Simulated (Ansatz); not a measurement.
The elements of this relaxed trial crystal are hidden behind letters.

```
lattice vectors (Å)
   4.9375    0.0000    0.0000
  -2.4688    4.2760    0.0000
   0.0000    0.0000    8.6244
fractional positions
X 0.6667 0.3333 0.3604
X 0.3333 0.6667 0.6396
Z 0.0000 0.0000 0.0000
Q 0.6667 0.3333 0.8021
Q 0.3333 0.6667 0.1979
```

These are results of DFT PBE, scalar-relativistic, plane waves, PAW in Ansatz, not measurements. The final run on the 5-atom cell used 420 eV, a Γ-centred 6×6×4 mesh, 0.02 eV smearing and no spin polarisation.

| Property | Result |
| --- | --- |
| Space group | P-3m1 (No. 164) |
| Conventional cell | a = 4.938 Å, c = 8.624 Å |
| Volume per atom | 36.42 Å³ |
| Density | 3.40 g/cm³ |
| Energy over the elements | −1.379 eV/atom |
| Gap on the 6×6×4 mesh of the 5-atom cell | 2.30 eV |

Energies are uncorrected and count from the elements' standard states at the same level.

Task: X is an s-block element of period 5, Z is an s-block element of period 6 and Q is a p-block element of period 3. Which elements are they?

Result: X = Rb, Z = Ba, Q = S, so the formula is Rb2BaS2. Density times volume gives a mean mass of 3.40 × 36.42/1.6605 = 74.6 u per atom, and this set has 74.5 u. Around Rb lie 3 S at 3.18 Å, 3 Rb at 3.73 Å, 1 S at 3.81 Å and 3 Ba at 4.22 Å; Ba has 6 S at 3.32 Å and 6 Rb at 4.22 Å; S has 3 Rb at 3.18 Å, 3 Ba at 3.32 Å and 1 Rb at 3.81 Å. Other sets within the hints have nearly the same mass, so mass alone doesn't settle it; this one was computed.

Kohn–Sham gaps at this level usually fall short of measured ones. A later test with randomly moved atoms came back to the same energy, though modes that don't fit the test's cell weren't probed.
